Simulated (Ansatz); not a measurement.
**Property card for Mo**

Mo:
```xyz
3
Lattice="4.6566 0.0000 0.0000 -2.3283 4.0327 0.0000 0.0000 0.0000 2.5457" Properties=species:S:1:pos:R:3 pbc="T T T"
Mo     0.0000     0.0000     0.0000
Mo     2.3283     1.3442     1.2728
Mo     0.0000     2.6885     1.2728
```

Space group P6/mmm (No. 191); conventional cell a = b = 4.6566 Å, c = 2.5457 Å, α = β = 90.00°, γ = 120.00°.

Method: DFT-r²SCAN in the program Ansatz with PAW potentials. Geometry: relaxed at this level of theory. Other levels are named where they apply.

Cell and energy:

```json
{
  "volume_per_atom": "15.93 Å³",
  "density": "10.00 g/cm³"
}
```

Electronic structure:

```json
{
 "electronic_character": "metallic (no gap)",
 "Density of states at the Fermi level": "1.4 states/eV per atom (mean over ±0.08 eV)",
 "Gap with spin–orbit coupling": "none (metallic)"
}
```

Mechanics:

```json
{
  "Bulk modulus (Birch–Murnaghan fit)": "249 GPa",
  "Pressure derivative B′": "4.1",
  "Elastic constants (relaxed ions, GPa)": "C11 = 319, C12 = 267, C13 = 131, C33 = 558, C44 = -48.1",
  "mechanical_stability": "unstable (C has a negative eigenvalue)"
}
```

The start of the workflow was typed in or built on a structure type; neither database checked (COD, Materials Project) lists it. It is not the phase usual at ambient conditions (space group No. 229). The cell was relaxed with r²SCAN under the symmetry of its start. The run is not spin-polarised. As this level gives no gap, shear constants depend on the k-mesh and smearing (Fermi–Dirac, 0.1 eV here). Axis ratios of metals converge slowly with the k-mesh, so a and c are less sure than the volume. Scalar-relativistic: spin–orbit coupling is off unless named, which matters more the heavier the elements.

Potentials: the earlier of the program's two PAW sets.
